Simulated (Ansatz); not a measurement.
## Mg3CdSe4 (R-3m) at 2 levels of theory

One geometry, relaxed with PBE; plane waves with PAW potentials in Ansatz, scalar-relativistic. No spin polarisation. Gaps are the least over mesh and band path; pressure is positive in compression.

```yaml
crystal:
  lattice:
    - [1.96914, 1.13688, 12.87287]
    - [-1.96914, 1.13688, 12.87287]
    - [0.00000, -2.27376, 12.87287]
  atoms:
    - { symbol: Mg, position: [0.24853, 0.24853, 0.24853] }
    - { symbol: Mg, position: [0.50000, 0.50000, 0.50000] }
    - { symbol: Mg, position: [0.75147, 0.75147, 0.75147] }
    - { symbol: Cd, position: [0.00000, 0.00000, 0.00000] }
    - { symbol: Se, position: [0.62244, 0.62244, 0.62243] }
    - { symbol: Se, position: [0.87424, 0.87424, 0.87424] }
    - { symbol: Se, position: [0.12576, 0.12576, 0.12576] }
    - { symbol: Se, position: [0.37756, 0.37756, 0.37756] }
```

| level | cutoff (eV) | k mesh | gap (eV) | pressure (GPa) |
| --- | --- | --- | --- | --- |
| PBE | 420 | 12×12×12 | 1.00 | 0.0 |

Q: What comes out on the same cell with PBEsol?

A:
| level | cutoff (eV) | k mesh | gap (eV) | pressure (GPa) |
| --- | --- | --- | --- | --- |
| PBEsol | 420 | 12×12×12 | 0.94 | -2.4 |

The cell was found from a structure generator's guess, not taken from experiment.
